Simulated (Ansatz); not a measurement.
# Response of Sb to small distortions

```
Sb
1.0
     0.00000    2.30500    2.30500
     2.30500    0.00000    2.30500
     2.30500    2.30500    0.00000
Sb
1
Direct
  0.00000 0.00000 0.00000
```

The cell comes from COD entry 9013009, which wasn't checked; take it as a given geometry.

Spin–orbit coupling is left out, though it moves levels of the heavy atoms by tenths of an eV or more.

Method: DFT, PBEsol, all-electron LAPW, scalar-relativistic in Ansatz 0.2.0.

Settings: a Γ-centred 12×12×12 k mesh, Fermi–Dirac smearing of 0.05 eV, basis error target 1 meV/atom, no spin polarisation.

The unchanged cell is at 5.17 GPa.

In a metal, stresses and small energies carry noise from the k mesh.

x, y and z are the Cartesian axes of the cell as listed; fractional coordinates follow a strain, and an engineering shear is twice the off-diagonal strain component.

Problem. With this change (equal xy, yz and zx engineering shear strains of -3 %), what becomes of the energy and stress?

Solution. Energy change +4 meV/atom; stress change (xx, yy, zz, yz, xz, xy) 0.59, 0.59, 0.59, 0.34, 0.34, 0.34 GPa, compression positive.

Problem. With this change (equal xy, yz and zx engineering shear strains of -1 %), what becomes of the energy and stress?

Solution. Energy change under 1 meV/atom; stress change (xx, yy, zz, yz, xz, xy) 0.10, 0.10, 0.10, 0.18, 0.18, 0.18 GPa, compression positive.

Problem. With this change (equal xy, yz and zx engineering shear strains of +2 %), what becomes of the energy and stress?

Solution. Energy change under 1 meV/atom; stress change (xx, yy, zz, yz, xz, xy) 0.33, 0.33, 0.33, -0.14, -0.14, -0.14 GPa, compression positive.

Problem. With this change (equal xy, yz and zx engineering shear strains of -2 %), what becomes of the energy and stress?

Solution. Energy change +2 meV/atom; stress change (xx, yy, zz, yz, xz, xy) 0.35, 0.35, 0.35, 0.26, 0.26, 0.26 GPa, compression positive.

Problem. With this change (equal xy, yz and zx engineering shear strains of +1 %), what becomes of the energy and stress?

Solution. Energy change under 1 meV/atom; stress change (xx, yy, zz, yz, xz, xy) 0.11, 0.11, 0.11, -0.05, -0.05, -0.05 GPa, compression positive.

With equal xy, yz and zx engineering shear strains of +3 %: energy change +2 meV/atom; stress change (xx, yy, zz, yz, xz, xy) 0.51, 0.51, 0.51, -0.32, -0.32, -0.32 GPa, compression positive.
